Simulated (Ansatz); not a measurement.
GaN:
```yaml
crystal:
  lattice:
    - [-1.42650, 1.42650, 2.46953]
    - [1.42650, -1.42650, 2.46953]
    - [1.42650, 1.42650, -2.46953]
  atoms:
    - { symbol: Ga, position: [0.75622, 0.75622, 0.00000] }
    - { symbol: N, position: [0.35878, 0.35878, 0.00000] }
```

x, y and z are the axes in which the lattice vectors are written.

Problem. Give the high-frequency dielectric tensor and the Born effective charge tensors of the independent atoms from DFPT, DFT-r²SCAN in the program Ansatz with PAW potentials.

Solution. 
ε∞:
```
7.12  0.00  0.00
0.00  7.12  0.00
0.00  0.00  6.47
```
Z* of atom 1 (Ga), rows: field, columns: displacement, in e:
```
3.47  0.00  0.00
0.00  3.47  0.00
0.00  0.00  2.83
```
Z* of atom 2 (N), rows: field, columns: displacement, in e:
```
-3.47   0.00   0.00
 0.00  -3.47   0.00
 0.00   0.00  -2.83
```

Static charges for comparison (Bader): Ga1 +1.71, N2 -1.71 e. Born charges measure polarisation by displacement and can exceed these by far.

Space group I4mm. The workflow started from a Materials Project entry (that database holds measured and hypothetical structures alike); the Crystallography Open Database copy checked does not list it. It is not the phase usual at ambient conditions (space group No. 186, 216). The r²SCAN relaxation kept the symmetry of its start; whether a distortion lowers the energy is not shown. Spin–orbit coupling is left out wherever it is not named.

Potentials: the earlier of the program's two PAW sets.
